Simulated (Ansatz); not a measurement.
CrPdO2 in space group R-3m (No. 166; Cr on 3b, Pd on 3a, O on 6c), DFT-PBE in the program Ansatz with PAW potentials, all energies at zero smearing, with the estimated change up to a 700 eV cutoff added, with one set of potentials and settings (totals compare only within such a set). Cell of 4 atoms (1 Cr, 1 Pd, 2 O): -11485.962 eV.

| element | reference phase | E (eV/atom) |
|---|---|---|
| Cr | Im-3m, 2 atoms in the cell, spin-polarised | -3377.7530 |
| Pd | Fm-3m, 1 atoms in the cell | -6972.8544 |
| O | C2/m, 4 atoms in the cell, spin-polarised | -565.0000 |

Formation energy per atom, worked out: (-11485.962 − 1×(-3377.7530) − 1×(-6972.8544) − 2×(-565.0000))/4 = -1.339 eV/atom (-129 kJ per mol of atoms), at 0 K, without zero-point energy or fitted corrections.

The workflow started from a Materials Project entry (that database holds measured and hypothetical structures alike); the Crystallography Open Database copy checked does not list it. Whether it is the stable phase at ambient conditions was not checked. The PBE relaxation kept the symmetry of its start; its stability against distortions is not shown here. Spin order of the final state: ferromagnetic, the only order run, not a proven ground state. No Hubbard U is applied. The references are the lowest solids computed at this level, not always the standard phases (solids in place of the gases).

Potentials: the later of the program's two PAW sets.
